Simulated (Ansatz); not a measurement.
TiAu in space group P4/nmm (No. 129; Ti on 2c, Au on 2c) under volume change, the program Ansatz at the r²SCAN level (PAW), shape and atoms relaxed at each volume.

```
V (Å³/atom)  E − E(relaxed) (meV/atom)     P (GPa)
-----------  -------------------------  ----------
15.315                            79.1       18.32
15.819                            33.1       11.13
16.324                             7.8        5.09
16.829                             0.0        0.00
17.334                      (withheld)  (withheld)
17.839                      (withheld)  (withheld)
18.344                            55.8      -10.83
```

Task: Fill in the missing entries.

Result: 
- 17.839, E − E(relaxed) (meV/atom): 26.2
- 17.839, P (GPa): -7.85
- 17.334, E − E(relaxed) (meV/atom): 6.9
- 17.334, P (GPa): -4.27

Task: What does a third-order Birch–Murnaghan fit give for V₀, B₀ and B′?

Result: V₀ = 16.83 Å³/atom, B₀ = 155 GPa, B′ = 4.8.

The workflow started from a Materials Project entry (that database holds measured and hypothetical structures alike); the Crystallography Open Database copy checked does not list it. COD files the formula under space group No. 221. Its standing as an ambient phase is unchecked. Symmetry was held in the r²SCAN relaxation; its stability against distortions is not shown here. No spin polarisation was allowed. Scalar-relativistic: spin–orbit coupling is off unless named, which matters more the heavier the elements.

Potentials: the later of the program's two PAW sets.
